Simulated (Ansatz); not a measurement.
Relax this structure to zero stress and force, keeping its symmetry:

```cif
data_structure
_symmetry_space_group_name_H-M 'Cm'
_symmetry_Int_Tables_number 8
_cell_length_a 11.4341
_cell_length_b 3.1767
_cell_length_c 7.3397
_cell_angle_alpha 90.000
_cell_angle_beta 105.591
_cell_angle_gamma 90.000
_cell_volume 256.79
loop_
_atom_site_label
_atom_site_type_symbol
_atom_site_symmetry_multiplicity
_atom_site_Wyckoff_symbol
_atom_site_fract_x
_atom_site_fract_y
_atom_site_fract_z
_atom_site_occupancy
Li1 Li 2 a 0.11331 0.50000 0.72636 1
Li2 Li 2 a 0.44663 0.50000 0.39332 1
Mg1 Mg 2 a 0.49896 0.50000 0.99329 1
Mg2 Mg 2 a 0.33038 0.00000 0.65992 1
Mg3 Mg 2 a 0.16266 0.50000 0.33212 1
Mg4 Mg 2 a 0.28139 0.00000 0.06165 1
```

The calculation used DFT r2SCAN, scalar-relativistic, plane waves, PAW (Ansatz).

Cutoff 500 eV; k points 12×12×6 on the computed 6-atom cell (Γ-centred); Gaussian smearing, width 0.10 eV; no spin polarisation.

Q: What does it relax to?

A: The volume goes up by 0.22 Å³/atom to 21.61 Å³/atom, and the energy falls by 1.4 meV/atom. Final structure:
```xyz
6
Lattice="5.7575 -1.5679 0.0407 5.7575 1.5679 0.0407 -1.9362 0.0000 7.1693" Properties=species:S:1:pos:R:3 pbc="T T T"
Li    3.9416    0.0000    2.0226
Li   -0.5381    0.0000    4.3956
Mg   -0.0155    0.0000    0.0181
Mg    7.0287    0.0000    2.4605
Mg    2.5702    0.0000    4.7827
Mg    6.4761    0.0000    6.8102
```